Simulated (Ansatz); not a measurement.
The cell is Ga4SbN3, ordered on the wurtzite lattice (Pm) with 8 atoms a cell (it has left that coordination); cell and atoms were relaxed with r2SCAN. It is monoclinic, Pm (No. 6); a = 5.252 Å, b = 3.237 Å, c = 7.569 Å, β = 90.9° in the conventional setting, 16.08 Å³ an atom. N has 3 Ga at 1.85–1.88 Å; N has 4 Ga at 1.93–2.03 Å; N has 4 Ga at 1.93–1.97 Å; Sb has 5 Ga at 2.71–2.95 Å and 2 Sb at 3.24 Å; Ga has 3 N at 1.85–1.97 Å and 1 Sb at 2.83 Å; Ga has 2 N at 1.93 Å and 2 Sb at 2.82 Å; Ga has 4 N at 1.88–2.03 Å; Ga has 2 N at 1.97 Å and 2 Sb at 2.71–2.95 Å.

```cif
data_structure
_symmetry_space_group_name_H-M 'P 1'
_symmetry_Int_Tables_number 1
_cell_length_a 5.2522
_cell_length_b 3.2373
_cell_length_c 7.5691
_cell_angle_alpha 90.000
_cell_angle_beta 89.070
_cell_angle_gamma 90.000
_cell_volume 128.68
loop_
_atom_site_label
_atom_site_type_symbol
_atom_site_fract_x
_atom_site_fract_y
_atom_site_fract_z
_atom_site_occupancy
N1 N 0.99680 0.00000 0.24844 1
N2 N 0.99513 0.50000 0.90064 1
N3 N 0.49857 0.50000 0.14900 1
Sb1 Sb 0.47669 0.00000 0.61814 1
Ga1 Ga 0.34780 0.00000 0.25599 1
Ga2 Ga 0.36196 0.50000 0.91428 1
Ga3 Ga 0.87336 0.50000 0.15616 1
Ga4 Ga 0.94969 0.00000 0.75734 1
```

The questions ask for values computed with the PAW code Ansatz on this geometry. The cell comes from a prototype generator: it can be a known phase or a hypothetical one. No magnetic order is allowed.

(1) Is there a gap with PBE, and of what kind?

(2) Estimate the gap with PBE+SOC on 6×8×4.

(3) Estimate the gap with r2SCAN on 6×8×4.

## Answers

(1) With PBE the bands overlap by 1.83 eV (counted from 1, band 41 peaks at A–E (0.10 of the way from A) and band 42 bottoms out at Γ): no gap.

(2) PBE+SOC gives no gap: the lowest nominally empty band dips 1.85 eV below the top of the last filled one (its bottom at Γ, the top at A–E (0.20 of the way from A)), so the cell is a metal or semimetal at this level.

(3) With r2SCAN the bands overlap by 2.02 eV (counted from 1, band 41 peaks at A–E (0.10 of the way from A) and band 42 bottoms out at Γ): no gap.

Only the levels marked +SOC include spin-orbit coupling.

Where an edge lies off the special points, it is a point of the mesh or the k point where a search put PBE's edge or least direct gap, reused for the other functionals, whose own edges may lie a little apart; PBE's own value is read along its path and can be a few hundredths of an eV high.
